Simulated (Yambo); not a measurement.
Ba$_{2}$MgMoO$_{6}$ (space group Fm-3m, No. 225), G0W0@LDA (Yambo, plasmon pole, terminator in G, 2×2×2 mesh): gap Γ → X in eV by bands and screening block.

```json
[
 {"bands (W and G)": "64", "2 Ry": "4.23", "3 Ry": "4.12", "4 Ry": "3.96", "6 Ry": "3.90", "7 Ry": "(withheld)"},
 {"bands (W and G)": "91", "2 Ry": "3.99", "3 Ry": "3.88", "4 Ry": "3.73", "6 Ry": "3.70", "7 Ry": "3.69"},
 {"bands (W and G)": "127", "2 Ry": "(withheld)", "3 Ry": "3.77", "4 Ry": "3.63", "6 Ry": "3.61", "7 Ry": "3.61"},
 {"bands (W and G)": "170", "2 Ry": "3.82", "3 Ry": "3.71", "4 Ry": "(withheld)", "6 Ry": "3.55", "7 Ry": "3.55"},
 {"bands (W and G)": "214", "2 Ry": "3.80", "3 Ry": "3.68", "4 Ry": "3.54", "6 Ry": "3.52", "7 Ry": "3.52"}
]
```

Problem. Estimate the withheld gaps from their neighbours; the computed values follow.

Solution. 
- 64, 7 Ry: 3.89
- 127, 2 Ry: 3.87
- 170, 4 Ry: 3.57

The largest settings aren't shown to be the converged limit.

Spin-orbit coupling is not included.

Geometry of the Materials Project entry, not relaxed at this level; primitive cell a = b = c = 5.807 Å, α = β = γ = 60.00°.

The structure is a Materials Project entry; no match was found in the copy of COD used, and its stability was not checked.
